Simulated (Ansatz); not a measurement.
**ScPd$_{3}$: do energies and stresses tell the same story?**

Level of theory: Ansatz, DFT PBEsol, scalar-relativistic, plane waves, PAW.

Settings: cutoff 420 eV, Γ-centred mesh 10×10×10 on the computed 4-atom cell, Gaussian smearing of 0.10 eV; no spin polarisation.

Relaxed cell: Pm-3m, a = 3.943 Å, b = 3.943 Å, c = 3.943 Å, α = 90.00°, β = 90.00°, γ = 90.00°, 4 atoms in the primitive cell. Whether it is the stable form of this composition wasn't checked.

Energies at zero smearing and pressures from the stress tensor, at volumes with shape and atoms relaxed:
```json
{"V (Å³/atom)": "13.484", "E − E(first) (meV/atom)": "0.00", "P (GPa)": "29.48"}
{"V (Å³/atom)": "13.944", "E − E(first) (meV/atom)": "-70.74", "P (GPa)": "20.06"}
{"V (Å³/atom)": "14.403", "E − E(first) (meV/atom)": "-116.73", "P (GPa)": "12.17"}
{"V (Å³/atom)": "14.863", "E − E(first) (meV/atom)": "-141.96", "P (GPa)": "5.56"}
{"V (Å³/atom)": "15.323", "E − E(first) (meV/atom)": "-149.81", "P (GPa)": "0.03"}
{"V (Å³/atom)": "15.782", "E − E(first) (meV/atom)": "-143.12", "P (GPa)": "-4.60"}
{"V (Å³/atom)": "16.242", "E − E(first) (meV/atom)": "-124.27", "P (GPa)": "-8.46"}
{"V (Å³/atom)": "16.855", "E − E(first) (meV/atom)": "-83.68", "P (GPa)": "-12.65"}
```

Problem. Check P = −dE/dV between neighbouring volumes, and get the bulk modulus from the pressures alone.

Solution. With 1 eV/Å³ = 160.2 GPa:
```json
{"middle V (Å³/atom)": "13.714", "−ΔE/ΔV (GPa)": "24.655", "mean P (GPa)": "24.768"}
{"middle V (Å³/atom)": "14.174", "−ΔE/ΔV (GPa)": "16.029", "mean P (GPa)": "16.115"}
{"middle V (Å³/atom)": "14.633", "−ΔE/ΔV (GPa)": "8.797", "mean P (GPa)": "8.866"}
{"middle V (Å³/atom)": "15.093", "−ΔE/ΔV (GPa)": "2.736", "mean P (GPa)": "2.795"}
{"middle V (Å³/atom)": "15.553", "−ΔE/ΔV (GPa)": "-2.334", "mean P (GPa)": "-2.284"}
{"middle V (Å³/atom)": "16.012", "−ΔE/ΔV (GPa)": "-6.567", "mean P (GPa)": "-6.530"}
{"middle V (Å³/atom)": "16.549", "−ΔE/ΔV (GPa)": "-10.612", "mean P (GPa)": "-10.554"}
```

The two differ by 0.11 GPa at most. The mean of two end pressures misses the average over a step by about ΔV² P″/12, up to 0.14 GPa here; with that taken off 0.03 GPa remains. The stress is the derivative of the free energy, not of the energy at zero smearing, and with free energies 0.00 GPa remains. Around V = 15.323 Å³/atom, the two neighbours give B = −V ΔP/ΔV = 15.323 × 10.16 / 0.919 = 169.3 GPa, against B0 = 168.0 GPa from the Birch–Murnaghan fit of the energies.

Cost: 9 runs of about 0.67 core-minutes in all, on AMD EPYC 9R45 (Zen 5) (shared hosts).